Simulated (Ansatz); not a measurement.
BaF2 (fluorite)

```yaml
crystal:
  lattice:
    - [0.00000, 3.12321, 3.12321]
    - [3.12321, 0.00000, 3.12321]
    - [3.12321, 3.12321, 0.00000]
  atoms:
    - { symbol: Ba, position: [0.00000, 0.00000, 0.00000] }
    - { symbol: F, position: [0.25000, 0.25000, 0.25000] }
    - { symbol: F, position: [0.75000, 0.75000, 0.75000] }
```

Two coordinates are scanned: the volume, and the ratio of the stretch along z (the conventional c axis) to the stretch across it. Atoms keep their fractional coordinates.

These are PBE (plane waves to 420 eV, PAW, scalar-relativistic; Ansatz, an electronic-structure program) values and carry that method's errors. k mesh 9×9×9 (Γ-centred), Fermi-Dirac smearing 0.05 eV. Compression counts positive. BaF2 was relaxed with its symmetry unable to fall.

At one point of the scan the stress tensor (GPa) is:

```
  -2.39     0.00     0.00
   0.00    -2.39     0.00
   0.00     0.00    -1.04
```

Q: Which point is it?
(A) V/V₀ = 1.040, (c/a)/(c/a)₀ = 1.053
(B) V/V₀ = 1.040, (c/a)/(c/a)₀ = 0.973
(C) V/V₀ = 1.040, (c/a)/(c/a)₀ = 1.027
(D) V/V₀ = 1.013, (c/a)/(c/a)₀ = 0.947

A: B, V/V₀ = 1.040, (c/a)/(c/a)₀ = 0.973

(Under strain, the slope of the energy per volume gives the stress and its curvature an elastic modulus.)
